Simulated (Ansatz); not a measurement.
# CaZn (Fm-3m), stationary points along a deformation path

Computed with DFT PBEsol, scalar-relativistic, plane waves, PAW in Ansatz 0.2.0. Settings: plane waves to 420 eV, k-mesh 14×14×14 (Γ-centred), Gaussian smearing 0.15 eV. No spin polarisation. Energies are free energies at this smearing, counted from the undisturbed cell; pressure is positive in compression.

The undisturbed cell (as given, not relaxed at this level; it stands at -1.7 GPa, and it needn't be the usual structure):

```yaml
crystal:
  lattice:
    - [0.00000, 3.08872, 3.08872]
    - [3.08872, 0.00000, 3.08872]
    - [3.08872, 3.08872, 0.00000]
  atoms:
    - { symbol: Ca, position: [0.00000, 0.00000, 0.00000] }
    - { symbol: Zn, position: [0.50000, 0.50000, 0.50000] }
```

At fixed volume and fractional coordinates, lengths along (0.000, 0.000, 1.000) are scaled against those across it; ρ is that ratio over its starting value. V = 29.467 Å³/atom. Δσ is the stress along the axis less the mean stress across it (compression positive).

| ρ | ΔE (meV/atom) | Δσ (GPa) | space group |
| --- | --- | --- | --- |
| 0.650 | 1050.8 | 45.85 | I4/mmm |
| 0.707 | 642.0 | 33.75 | I4/mmm |
| 0.780 | 310.3 | 21.69 | I4/mmm |
| 0.850 | 127.0 | 13.35 | I4/mmm |
| 0.920 | 31.7 | 6.39 | I4/mmm |
| 1.000 | 0.0 | 0.00 | Fm-3m |
| 1.100 | 36.0 | -5.91 | I4/mmm |
| 1.200 | 122.5 | -10.15 | I4/mmm |
| 1.300 | 238.9 | -13.54 | I4/mmm |
| 1.414 | 396.4 | -17.02 | I4/mmm |
| 1.500 | 528.2 | -19.39 | I4/mmm |

Question: How does the stress give the slope of the energy, and where is the energy stationary?

Answer: Along the path d ln(length) is 2/3 d ln ρ on the axis and −1/3 d ln ρ across it, so dE/d ln ρ = −(2/3) V Δσ: the energy falls with ρ where Δσ is positive. Δσ vanishes or changes sign at ρ = 1.000 (Fm-3m), a minimum at 0.0 meV/atom. Pairs of stationary points between two samples would go unseen, and could change a minimum read from distant neighbours into a maximum. At ρ = 1.000 the cell is cubic, where symmetry alone makes the stress isotropic and the slope zero.

Question: Which shear constant sets the curvature at ρ = 1?

Answer: For a cubic crystal E/V = (2/3) C (ln ρ)² with C = C′ = (C11 − C12)/2, so Δσ = −2C ln ρ. The parabola of Δσ against ln ρ through ρ = 0.920, 1 and 1.100 gives C ≈ 35 GPa with the ions clamped, rough because the steps are large. It is the stress–strain coefficient at this cell's pressure of -1.7 GPa, not the zero-pressure constant.

Question: Integrate that slope from ρ = 1 to 1.300 by the trapezoid rule.

Answer: With V/N in Å³ and 1 eV/Å³ = 160.2 GPa the slopes at ρ = 1.000, 1.100, 1.200, 1.300 are 0, 725, 1244, 1660 meV/atom per unit of ln ρ. The steps add 34.6 + 85.7 + 116.2 = 236.4 meV/atom, against 238.9 from the energies; the trapezoid rule misses the curvature of the slope within each step.

In a metal these slopes depend on the k mesh and the smearing.